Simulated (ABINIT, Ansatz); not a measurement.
Given: the input of a run of Ansatz 0.2.0 on HfB. 

input.yaml

```yaml
crystal:
  lattice:
    - [0.0, 2.31, 2.31]
    - [2.31, 0.0, 2.31]
    - [2.31, 2.31, 0.0]
  atoms:
    - { symbol: Hf, position: [0.5, 0.5, 0.5] }
    - { symbol: B, position: [0.0, 0.0, 0.0] }
kpoints:
  mp_grid: { grid: [10, 10, 10] }
scf:
  occupations: { method: fermi_dirac, width: 0.05 }
hamiltonian:
  xc: pbe
  pseudopotentials: { kind: all_electron, lapw: { basis_error: 0.001 } }
output:
  forces: true
  stress: true
  eigenvalues: true
  populations: true
```

Potentials or basis: all-electron LAPW, scalar-relativistic.

Run with:

```sh
$ ansatz run input.yaml --threads 1 --pin off --max-ram 2560MiB --backend cpu --events-out ev --progress --plain --runs-dir out
```

**Question.** What does the same run look like in ABINIT 10.8.3 (patched build)? Potentials or basis there: JTH PAW PBE v2.0, cutoff 517 eV.

**Answer.** As run (cutoffs and basis follow the program's own potentials, and thresholds, step limits or extra output files can differ):

File run.abi:

```
# Pseudopotentials
pp_dirpath "./"
pseudos "Hf.GGA_PBE-JTH.xml, B.GGA_PBE-JTH.xml"

# Structure
acell 6.1734202868 6.1734202868 6.1734202868
rprim
     0.0000000000     0.7071067812     0.7071067812
     0.7071067812     0.0000000000     0.7071067812
     0.7071067812     0.7071067812     0.0000000000
ntypat 2
znucl 72 5
natom 2
typat 1 2
xred
     0.5000000000     0.5000000000     0.5000000000
     0.0000000000     0.0000000000     0.0000000000

# Plane-wave basis
ecut 19.0
pawecutdg 38.0

# k points
kptopt 1
ngkpt 10 10 10
nshiftk 1
shiftk 0.0 0.0 0.0

# Exchange and correlation
ixc 11

# Bands and occupations
nband 12
occopt 3
tsmear 0.05 eV

# SCF cycle
nstep 100
tolvrs 1.0e-9

# Output
iomode 3
prtwf 0
prtden 0
prteig 0
prtebands 0
```

Potentials or basis: JTH PAW PBE v2.0.

The run is started by

```console
$ abinit run.abi > log 2>&1
```

Both were run:

|  | Ansatz | ABINIT |
| --- | --- | --- |
| Pressure | 29.6 GPa | 30.8 GPa |

Where Ansatz's input types no cutoff or centring, it takes its own default and a Γ-centred mesh.

The two runs disagree by more than potentials and bases usually give (in gap, levels, pressure or energy); the cause wasn't traced.

The cell lies far from this level's equilibrium.

Pressure is positive in compression.
